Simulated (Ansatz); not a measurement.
SnSe2:
```yaml
crystal:
  lattice:
    - [3.82903, 0.00000, 0.00000]
    - [-1.91452, 3.31604, 0.00000]
    - [0.00000, 0.00000, 6.28500]
  atoms:
    - { symbol: Sn, position: [0.00000, 0.00000, 0.00000] }
    - { symbol: Se, position: [0.33333, 0.66667, 0.25038] }
    - { symbol: Se, position: [0.66667, 0.33333, 0.74962] }
```

The program Ansatz at the r²SCAN+D4 level (PAW) gives a gap of 0.96 eV without spin–orbit coupling, maximum off the standard path, at k = (0.000, 0.154, -0.138), minimum off the standard path, at k = (0.000, -0.461, -0.346).

Question: What happens when spin–orbit coupling is switched on?

Answer: The gap decreases by 0.07 eV, to 0.89 eV; maximum off the standard path, at k = (0.000, 0.161, -0.068), minimum off the standard path, at k = (0.000, -0.461, -0.346).

Question: Give the electron effective mass with spin–orbit coupling.

Answer: 0.20, 0.45, 0.64 mₑ (principal values).

Question: Give the hole effective mass with spin–orbit coupling.

Answer: 0.32, 0.66, 1.7 mₑ (principal values).

Space group P-3m1 (CdI2 type). The cell was relaxed with r²SCAN+D4 under the symmetry of its start; of distortions, only those at the zone centre were tested.

Potentials: the later of the program's two PAW sets.
